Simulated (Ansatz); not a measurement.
Space group P6_3/mmc (No. 194). a = 3.090 Å, b = 3.090 Å, c = 13.851 Å, α = 90.00°, β = 90.00°, γ = 120.00°
| atom | site | symmetry | x | y | z |
| --- | --- | --- | --- | --- | --- |
| Al | 2d | -6m2 | 0.3333 | 0.6667 | 0.7500 |
| Nb | 4f | 3m. | 0.3333 | 0.6667 | 0.0890 |
| C | 2a | -3m. | 0.0000 | 0.0000 | 0.0000 |

Equation of state of this Nb₂AlC structure (not necessarily the ground state), with shape and atoms relaxed at each volume where symmetry leaves them free. It has no gap at any of these volumes. Level of theory: DFT PBEsol, scalar-relativistic, plane waves, PAW (Ansatz 0.2.0).

Settings: cutoff 420 eV, Γ-centred mesh 12×12×4 on the computed 8-atom cell, Gaussian smearing of 0.10 eV; no spin polarisation.

```tsv
V (Å³/atom)	E − E(largest V) (meV/atom)	P (GPa)
12.602	80.12	31.48
13.032	9.29	21.62
13.461	-37.07	13.21
13.891	-62.56	6.06
14.321	-70.29	-0.02
14.750	-63.04	-5.17
15.180	-43.05	-9.51
15.753	0.00	-14.16
```

Problem. Fit a third-order Birch–Murnaghan equation to E(V).

Solution. V0 = 14.32 Å³/atom, B0 = 186 GPa, B0' = 4.5.